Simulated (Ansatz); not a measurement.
Name crystals whose computed values (PBEsol in the plane-wave PAW code Ansatz) fall in these windows: highest Γ mode, no LO–TO term (cm⁻¹) 120 to 160; G_Hill (GPa) 11 to 16; B₀ by P(V) fit (GPa) 26 to 34.



| crystal | highest Γ mode, no LO–TO term (cm⁻¹) | G_Hill (GPa) | B₀ by P(V) fit (GPa) |
|---|---|---|---|
| NaHg2, P6/mmm (Hg on 2d, Na on 1a) | 133 | 13.6 | 31.4 |
Others may fit too.

Standing as an ambient phase not checked: NaHg2, P6/mmm (Hg on 2d, Na on 1a). The cell was relaxed under the symmetry of its start. Scalar-relativistic: spin–orbit coupling is off unless named, which matters more the heavier the elements.

Potentials: the later of the program's two PAW sets.
